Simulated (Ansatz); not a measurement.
# Structure search: one AlIn2As2P candidate

Level of theory: DFT PBE, scalar-relativistic, plane waves, PAW in Ansatz. Cutoff 420 eV, Gaussian smearing, Γ-centred meshes. Cell and atoms relax first on a coarse mesh and then on a finer one. In between, the cell is made exact in the group found at 0.06 Å. In metals the finer mesh still leaves noise of several meV/atom or more. The steps can't lower the symmetry of their start. No spin polarisation.

The guess for AlIn2As2P was made by a generator: random cell by space group and Wyckoff sites (P4/mmm, No. 123). The dimensions are guesses.

```
Al In P As
1.0
     5.22909    0.00000    0.00000
     0.00000    5.22909    0.00000
     0.00000    0.00000    5.83871
Al In P As
1 2 1 2
Cartesian
  2.6145 2.6145 2.9194
  2.6145 2.6145 0.9938
  2.6145 2.6145 4.8449
  0.0000 0.0000 0.0000
  0.0000 2.6145 2.9194
  2.6145 0.0000 2.9194
```

Energies over the elements count from the elements' standard structures at the same level, with no fitted energy shifts. The references include black phosphorus.

Problem. Where does the relaxation end?

Solution. The symmetry stays P4/mmm (No. 123). The volume per atom grows by 15.4 %, from 26.6 to 30.7 Å³. The shortest distance goes from 1.93 Å (Al–In) to 2.29 Å (Al–As). The ratio c/a of the conventional cell changes by a factor of 1.71. The energy falls by about 2.1 eV/atom (the start's value is from the coarse mesh). Conventional cell: a = 4.584 Å, c = 8.769 Å. Around Al lie 4 As at 2.29 Å and 2 In at 2.92 Å; In has 1 Al at 2.92 Å, 1 In at 2.93 Å, 4 P at 3.56 Å and 4 As at 3.71 Å; P has 8 In at 3.56 Å (long contacts); As has 2 Al at 2.29 Å, 4 As at 3.24 Å and 4 In at 3.71 Å.

```
Al In P As
1.0
     4.58426    0.00000    0.00000
     0.00000    4.58426    0.00000
     0.00000    0.00000    8.76899
Al In P As
1 2 1 2
Direct
  0.50000 0.50000 0.50000
  0.50000 0.50000 0.16693
  0.50000 0.50000 0.83307
  0.00000 0.00000 0.00000
  0.00000 0.50000 0.50000
  0.50000 0.00000 0.50000
```

Problem. Give its energy and gap.

Solution. The formation energy is +0.75 eV/atom and the gap on the 8×8×6 mesh of the 6-atom cell is 0 eV (a metal).

It can't be a ground state, since the elements alone are lower.

The last run used Gaussian smearing of 0.10 eV. The reference forms of As and P are held partly by dispersion forces, which this level lacks. A structure relaxed within its symmetry needn't be a true minimum. Another cell of AlIn2As2P relaxed alike, in P4/mmm, lies 0.50 eV/atom lower, so this cell isn't the stable form at this level.
